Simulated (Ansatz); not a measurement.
CdS (started from an entry of an open crystallographic database), relaxed with r2SCAN, was run in the PAW code Ansatz under altered settings. All numbers are computed, without spin polarisation but where a row says otherwise.

```xyz
2
Lattice="0.0000 2.9392 2.9392 2.9392 0.0000 2.9392 2.9392 2.9392 0.0000" Properties=species:S:1:pos:R:3 pbc="T T T"
Cd    0.0000    0.0000    0.0000
S     1.4696    1.4696    1.4696
```

The base run's other keys:
```yaml
kpoints:
  mp_grid: { grid: [4, 4, 4] }
hamiltonian:
  xc: hse06
scf:
  occupations: { method: fixed }
  n_extra_bands: 4
```

It takes 12 iterations with 965 plane waves at 420 eV and 8 k points, and leaves a mean stress of +0.36 GPa. The gap over this mesh is 2.118 eV. It ran on 4 threads of Arm Neoverse N1 (shared host).

Outcomes, with energy and stress as changes against the base:
```csv
setting,outcome,ΔF (meV/atom),Δ mean stress (GPa),gap on the mesh (eV),iterations,wall time
hamiltonian.xc: r2scan50 (cutoff then 500 eV),converged,–,-1.4,4.635,18,15 s
"PBE hybrid, exx coeff 0.4, omega 0.3 1/Å",converged,–,-0.4,2.452,14,11 s
"PBE hybrid, exx coeff 0.1, omega 0.3 1/Å",converged,–,+0.7,1.409,9,8.2 s
"PBE hybrid, exx coeff 0.05, omega 0.3 1/Å",converged,–,+1.0,1.245,9,8.1 s
scf.mixing.ndim: 2,converged,0.0,0.0,2.118,12,9.3 s
```
A dash marks a value that wasn't obtained or can't be compared. Stress is positive in compression. The base took 9.3 s.

- hamiltonian.xc: r2scan50. The cutoff follows the functional, from 420 to 500 eV. The mean stress moves by -1.4 GPa and the gap on the mesh by +2.517 eV (to 4.635). It's another functional on the same cell, so totals aren't comparable.
- PBE hybrid, exx coeff 0.4, omega 0.3 1/Å. That is 40 % exact exchange, screened with ω = 0.3 1/Å, against HSE06's 25 % screened at 0.208 1/Å. The mean stress moves by -0.4 GPa and the gap on the mesh by +0.333 eV (to 2.452). Totals of different functionals aren't comparable.
- PBE hybrid, exx coeff 0.1, omega 0.3 1/Å. That is 10 % exact exchange, screened with ω = 0.3 1/Å, against HSE06's 25 % screened at 0.208 1/Å. The mean stress moves by +0.7 GPa and the gap on the mesh by -0.709 eV (to 1.409). Totals of different functionals aren't comparable.
- PBE hybrid, exx coeff 0.05, omega 0.3 1/Å. That is 5 % exact exchange, screened with ω = 0.3 1/Å, against HSE06's 25 % screened at 0.208 1/Å. The mean stress moves by +1.0 GPa and the gap on the mesh by -0.874 eV (to 1.245). Totals of different functionals aren't comparable.

Within 1 meV an atom, 0.1 GPa and 0.005 eV of the base stay: scf.mixing.ndim: 2.

The runs are scalar-relativistic, without spin-orbit coupling.

The stress of a hybrid is loosely converged in these runs.

The meshes of the hybrids are coarse, so their gaps aren't converged to the digits shown.
